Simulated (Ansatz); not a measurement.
ZnSiP2:
```cif
data_P8Si4Zn4
_chemical_formula_sum 'Zn4 Si4 P8'
_space_group_name_H-M_alt 'I-42d'
_space_group_IT_number 122
_space_group_name_Hall 'I -4 2bw'
_cell_length_a 5.30595
_cell_length_b 5.30595
_cell_length_c 10.38140
_cell_angle_alpha 90.000
_cell_angle_beta 90.000
_cell_angle_gamma 90.000
loop_
_atom_site_label
_atom_site_type_symbol
_atom_site_symmetry_multiplicity
_atom_site_Wyckoff_symbol
_atom_site_fract_x
_atom_site_fract_y
_atom_site_fract_z
_atom_site_occupancy
Zn1 Zn 4 a 0.00000 0.00000 0.00000 1
Si1 Si 4 b 0.00000 0.00000 0.50000 1
P1 P 8 d 0.25000 0.23713 0.37500 1
```
(The calculation used a cell of 8 atoms; values per cell refer to that cell.)

Relaxed with LDA.

### Question
Which orbitals make up the states near the band edges in LDA in the plane-wave PAW code Ansatz?

### Answer
Top 1 eV of the valence band: P 3p 83 %, outside the projected shells 6 %. Bottom 1 eV of the conduction band: Si 3p 31 %, P 3p 23 %, P 3s 9 %, Si 3s 8 %, outside the projected shells 25 %. Projections are on Löwdin-orthogonalised atomic valence shells; empty p or d shells of many metals are not among them.

### Question
Tabulate the density of states.

### Answer
States/eV per cell of 8 atoms, in 0.25 eV bins, energy from the valence-band maximum.

```csv
E (eV),total,P 3p,Zn 3d,Si 3p
-7.85,3.38,1.09,0.83,0.17
-7.60,4.05,1.11,1.71,0.17
-7.35,6.35,1.10,4.27,0.13
-7.10,28.16,1.76,25.81,0.31
-6.85,35.55,1.07,33.51,0.36
-6.60,8.38,0.83,6.15,0.53
-6.35,2.82,0.73,1.13,0.26
-6.10,2.28,0.71,0.67,0.25
-5.85,2.08,0.73,0.47,0.26
-5.60,2.41,1.05,0.34,0.33
-5.35,2.14,1.04,0.22,0.31
-5.10,3.17,1.71,0.24,0.41
-4.85,2.46,1.29,0.18,0.39
-4.60,2.76,1.49,0.16,0.67
-4.35,3.96,2.18,0.19,1.15
-4.10,4.62,2.61,0.20,1.25
-3.85,4.43,2.59,0.16,1.23
-3.60,5.58,3.37,0.18,1.47
-3.35,3.57,2.19,0.12,0.87
-3.10,2.98,1.89,0.11,0.58
-2.85,3.01,1.96,0.13,0.45
-2.60,4.74,3.26,0.19,0.61
-2.35,5.27,3.79,0.19,0.65
-2.10,3.81,2.76,0.14,0.47
-1.85,3.75,2.85,0.13,0.33
-1.60,4.97,3.88,0.17,0.35
-1.35,3.41,2.68,0.13,0.20
-1.10,4.09,3.23,0.16,0.26
-0.85,4.32,3.55,0.17,0.21
-0.60,3.86,3.21,0.15,0.17
-0.35,1.56,1.30,0.06,0.07
-0.10,0.27,0.22,0.01,0.01
0.15,0.00,0.00,0.00,0.00
0.40,0.00,0.00,0.00,0.00
0.65,0.00,0.00,0.00,0.00
0.90,0.00,0.00,0.00,0.00
1.15,0.06,0.01,0.00,0.02
1.40,0.68,0.12,0.01,0.25
1.65,1.35,0.30,0.01,0.44
1.90,2.07,0.51,0.01,0.60
2.15,3.64,0.92,0.02,0.92
2.40,5.52,1.50,0.03,1.29
2.65,6.36,1.80,0.03,1.45
2.90,6.00,1.53,0.02,1.48
3.15,4.31,1.03,0.02,1.19
3.40,3.57,0.84,0.01,0.95
3.65,3.92,0.89,0.01,1.09
3.90,5.76,1.29,0.02,1.66
4.15,4.90,1.02,0.01,1.25
4.40,5.02,1.06,0.01,0.98
4.65,5.05,1.10,0.01,0.90
4.90,4.73,1.03,0.01,0.74
5.15,5.50,1.07,0.01,0.76
5.40,4.77,0.88,0.01,0.60
5.65,5.02,0.85,0.01,0.57
5.90,4.85,0.78,0.01,0.54
```

The LDA relaxation kept the symmetry of its start.

Potentials: the later of the program's two PAW sets.
